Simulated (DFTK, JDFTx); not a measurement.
This is a calculation of TaAs for DFTK 0.8.2. The cell is a database's computed one, not the measured one.

The input run.jl:

```julia
using DFTK
using PseudoPotentialData
using Unitful, UnitfulAtomic
using LinearAlgebra, Printf
include("save.jl")
disable_threading()

# lattice vectors are the columns
lattice = austrip(1u"Å") * [ -1.7218133622   1.7218133622   1.7218133622;
             1.7218133622  -1.7218133622   1.7218133622;
             5.8679415361   5.8679415361  -5.8679415361]
symbols   = [:Ta, :Ta, :As, :As]
positions = [[0.4999673, 0.4999673, 0.0],
             [0.2499673, 0.7499673, 0.5],
             [0.08263212, 0.08263212, 0.0],
             [0.83263212, 0.33263212, 0.5]]
pseudopotentials = PseudoFamily("dojo.nc.sr.pbesol.v0_4_1.standard.upf")
elements = Dict(s => ElementPsp(s, pseudopotentials) for s in unique(symbols))
atoms    = [elements[s] for s in symbols]

build_model(lattice, positions; symmetries=true) =
    model_DFT(lattice, atoms, positions;
              functionals=PBEsol(),
              temperature=austrip(0.05u"eV"),
              smearing=Smearing.FermiDirac(),
              symmetries)
Ecut  = 42.0  # hartree
kgrid = [11, 11, 11]
tol   = 1e-6
to_GPa = ustrip(uconvert(u"GPa", 1u"hartree/bohr^3"))

model = build_model(lattice, positions)
basis = PlaneWaveBasis(model; Ecut, kgrid)
display(basis)
scfres = self_consistent_field(basis;
                               tol,
                               nbandsalg=AdaptiveBands(model; n_bands_converge=35))
display(scfres.energies)
@printf "Fermi level: %.6f eV\n" ustrip(auconvert(u"eV", something(scfres.εF, NaN)))
forces = compute_forces_cart(scfres)
println("Forces (eV/Å)")
for (s, f) in zip(symbols, forces)
    @printf "%-3s %12.6f %12.6f %12.6f\n" s ustrip.(auconvert.(u"eV/Å", f))...
end
stress = compute_stresses_cart(scfres)
println("Stress (GPa)")
display(round.(stress * to_GPa; digits=4))
println("Levels at the first k-point (eV): ", round.(ustrip.(auconvert.(u"eV", scfres.eigenvalues[1][1:scfres.n_bands_converge])); digits=4))
save_scf!(scfres; forces, stress)
```

Potentials or basis: dojo.nc.sr.pbesol.v0_4_1.standard.upf (PBEsol).

The run is started by

```sh
$ julia --threads=1 run.jl  # save.jl only writes the numbers to a file and isn't shown; printed stress counts tension as positive; times include loading and compiling
```

Question: What does the same run look like in JDFTx 1.7.0 (patched build)? Potentials or basis there: PseudoDojo-SR-PBEsol-0.4.1-standard with smoothed tails, cutoff 1143 eV.

Answer: As run (cutoffs and basis follow the program's own potentials, and thresholds, step limits or extra output files can differ):

Contents of TaAs.in:

```
lattice \
   -3.2537556923     3.2537556923     3.2537556923 \
    3.2537556923    -3.2537556923     3.2537556923 \
   11.0888024185    11.0888024185   -11.0888024185
coords-type Lattice
ion Ta     0.4999673000     0.4999673000     0.0000000000 1
ion Ta     0.2499673000     0.7499673000     0.5000000000 1
ion As     0.0826321200     0.0826321200     0.0000000000 1
ion As     0.8326321200     0.3326321200     0.5000000000 1

ion-species pseudo/Ta.upf
ion-species pseudo/As.upf
elec-cutoff 42 336
elec-ex-corr gga-PBEsol
kpoint-folding 11 11 11
elec-smearing Fermi 0.0018374661
elec-n-bands 37
electronic-SCF nIterations 100 energyDiffThreshold 1e-09
electronic-minimize nIterations 30 energyDiffThreshold 1e-7
converge-empty-states yes
forces-output-coords Cartesian

dump-name run.$VAR
dump End Ecomponents EigStats BandEigs Kpoints Forces Stress ElecDensity Dtot KEdensity
```

Potentials or basis: PseudoDojo-SR-PBEsol-0.4.1-standard with smoothed tails.

Command:

```console
$ jdftx -c 1 -i TaAs.in -o TaAs.out
```

Both were run:

|  | DFTK | JDFTx |
| --- | --- | --- |
| Pressure | -3.6 GPa | -3.6 GPa |

Pressure is positive in compression.
